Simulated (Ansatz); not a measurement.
# Clamped-ion strain scan in Cd

Theory: DFT LDA, scalar-relativistic, plane waves, PAW (Ansatz). The runs took a 420 eV cutoff, a Γ-centred 18×18×18 mesh and Gaussian smearing (0.15 eV). No spin polarisation. Energies are free energies at this smearing, counted from the undisturbed cell; pressure is positive in compression.

Zero of the scan (as given, not relaxed at this level; it stands at -4.8 GPa; this fcc form isn't the usual structure):

```yaml
crystal:
  lattice:
    - [0.00000, 2.21815, 2.21815]
    - [2.21815, 0.00000, 2.21815]
    - [2.21815, 2.21815, 0.00000]
  atoms:
    - { symbol: Cd, position: [0.00000, 0.00000, 0.00000] }
```

The cell is strained by ε times the Voigt pattern (0, 0, 0, 0, 0, 1) (xx, yy, zz, yz, xz, xy; engineering shear) with fractional coordinates fixed. The cell is metallic on the mesh throughout.

| ε | ΔE (meV/atom) | stress summed along the pattern (GPa, tension positive) | pressure (GPa) |
| --- | --- | --- | --- |
| -0.1000 | -6.5 | 0.68 | -4.6 |
| -0.0500 | -1.5 | 0.33 | -4.8 |
| 0.0000 | 0.0 | 0.00 | -4.8 |
| 0.0125 | -0.1 | -0.07 | -4.8 |
| 0.0250 | ? | ? | -4.8 |
| 0.0375 | -0.9 | -0.26 | -4.8 |
| 0.0625 | ? | ? | -4.8 |
| 0.0750 | -3.6 | -0.58 | -4.7 |
| 0.0875 | -5.0 | -0.64 | -4.6 |

By symmetry 0.1000 repeats -0.1000, -0.0750 repeats 0.0750, 0.0500 repeats -0.0500, -0.0250 repeats 0.0250 in energy; the slope of the energy along the path changes sign there. All sampled points lie below the start, which is a maximum along this line.

Give the withheld values.

ΔE (meV/atom) at ε = 0.0250: -0.4; stress summed along the pattern (GPa, tension positive) at ε = 0.0250: -0.17; ΔE (meV/atom) at ε = 0.0625: -2.4; stress summed along the pattern (GPa, tension positive) at ε = 0.0625: -0.45.